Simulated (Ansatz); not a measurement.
Consider the following.

Sc2InC:
Space group P6₃/mmc (No. 194); a = b = 3.312 Å, c = 15.199 Å, α = β = 90.00°, γ = 120.00°

```
atom  site  symmetry       x       y       z
----  ----  --------  ------  ------  ------
Sc      4f       3m.  0.3333  0.6667  0.0802
In      2d      -6m2  0.6667  0.3333  0.2500
C       2a      -3m.  0.0000  0.0000  0.0000
```

This is the PBEsol-relaxed structure.

Question: All from PBEsol (plane waves, PAW; program Ansatz), unless another level is named. Estimate the electronic character.

Answer: metallic (no gap).

Question: Give the formation energy from the elements (no fitted shifts).

Answer: -0.59 eV/atom.

Question: Predict the density of states at the Fermi level.

Answer: 0.39 states/eV per atom (mean over ±0.08 eV).

Question: What about the gap with spin–orbit coupling?

Answer: none (metallic).

Space group P6_3/mmc. The workflow started from a Materials Project entry (that database holds measured and hypothetical structures alike); the Crystallography Open Database copy checked does not list it. Its standing as an ambient phase is unchecked. Symmetry was held in the PBEsol relaxation; whether a distortion lowers the energy is not shown. The run is not spin-polarised. The references are the lowest solids computed at this level, not always the standard phases. Scalar-relativistic: spin–orbit coupling is off unless named, which matters more the heavier the elements.

Potentials: the later of the program's two PAW sets.
